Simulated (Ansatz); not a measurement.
# Ti$_{2}$O: checking dH/dP = V

The calculation used DFT PBEsol, scalar-relativistic, plane waves, PAW (Ansatz 0.2.0). Run with 420 eV cutoff, 18×18×10 k-mesh, Gaussian smearing of 0.10 eV, no spin polarisation.

Reference structure (relaxed):

```
Ti O
1.0
     2.95298    0.00000    0.00000
    -1.47649    2.55736    0.00000
     0.00000    0.00000    4.72411
Ti O
2 1
Direct
  0.66667 0.33333 0.26271
  0.33333 0.66667 0.73729
  0.00000 0.00000 0.00000
```

Cell and atoms were relaxed at each target pressure within the start's symmetry (P-3m1), at zero temperature; other phases can be more stable under pressure. H = E + PV with P the target; E is the free energy at the smearing used, whose derivative the pressure is, per atom and counted from zero pressure.

| P (GPa) | V (Å³/atom) | E − E0 (meV) | H − H0 (meV) |
| --- | --- | --- | --- |
| 0 | 11.892 | 0.0 | 0.0 |
| 3 | 11.716 | 1.6 | 221.0 |
| 8 | 11.455 | 10.5 | 582.4 |
| 15 | 11.128 | 33.7 | 1075.6 |
| 30 | 10.559 | 112.7 | 2089.8 |
| 60 | 9.732 | 340.5 | 3984.9 |

Thermodynamics gives dH/dP = V along a relaxed path. Integrate V over P by the trapezoid rule and compare with the computed enthalpies.

With 1 eV/Å³ = 160.22 GPa, each step adds the mean volume times ΔP / 160.22:
| P (GPa) | ∫V dP (meV) | H − H0 (meV) | difference (meV) |
| --- | --- | --- | --- |
| 3 | 221.0 | 221.0 | 0.0 |
| 8 | 582.6 | 582.4 | 0.1 |
| 15 | 1075.9 | 1075.6 | 0.3 |
| 30 | 2091.1 | 2089.8 | 1.3 |
| 60 | 3990.8 | 3984.9 | 5.9 |

V(P) curves upward, so the trapezoid rule runs high; integrating a smooth curve through the same points puts that excess at about 6.3 meV at 60 GPa, against the 5.9 meV found.

At 60 GPa, how much of the enthalpy change is stored energy and how much is the PV term?

E rises by 340 meV/atom and PV is 60 × 9.732 / 160.22 = 3644 meV/atom, so PV makes 91 % of ΔH. So between rival structures at high pressure a small difference in volume can outweigh the difference in energy: 1 % of this volume is worth 36.4 meV/atom at this pressure.

What bulk modulus do the lowest pressures give, and how is the compression shared among the axes?

From the pressures that the runs reached, -3.05 GPa (12.083 Å³) and 3.00 GPa (11.716 Å³), B = −ΔP/Δln V = 6.05 / 0.0308 = 196 GPa, a mean over that range. The linear compressibilities −Δln(length)/ΔP are 1.82 along a, 1.82 along b, 1.45 along c (in TPa⁻¹). With fixed angles they add up to 1/B: 5.09 against 5.09. Softest: a and b, at 36 % of the volume change per axis.